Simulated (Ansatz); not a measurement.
Profile along the H–Li line in LiH (rock salt)

LiH (rock salt), conventional cell a = 4.0071 Å, b = 4.0071 Å, c = 4.0071 Å, α = 90.00°, β = 90.00°, γ = 90.00°. The calculation uses the primitive cell of 2 atoms, to which meshes and values per cell refer.

Fields along a shortest H–Li line of a {100} plane (2.00 Å), from H to Li, interpolated on the slice's grid (step about 0.1 Å). Level of theory: PBE (plane waves to 420 eV, PAW, scalar-relativistic; Ansatz, an electronic-structure program). k mesh 14×14×14. Near the nuclei the fields are pseudised (PAW); where an atom keeps semicore shells as valence, they peak there. LiH was relaxed with its symmetry unable to fall.

```
distance from H (Å)  valence electron density (e/Å³)  electron localisation function
-------------------  -------------------------------  ------------------------------
0.00                                            1.91                               x
0.20                                            1.33                               x
0.40                                            0.68                               x
0.60                                            0.36                            1.00
0.80                                            0.20                            0.94
1.00                                            0.13                            0.35
1.20                                            0.10                            0.03
1.40                                            0.33                            0.13
1.60                                            2.43                               x
1.80                                            6.88                               x
2.00                                            9.47                               x
```

x: too close to a nucleus for the ELF to mean much.

Density on the H–Li line (2.00 Å) at its density minimum, 1.2 Å from H: 0.10 e/Å³. ELF at that point: 0.0. Character of the H–Li contact (rough rule: ELF there above 0.7 covalent, below 0.2 ionic, polar between): closed-shell (ionic).
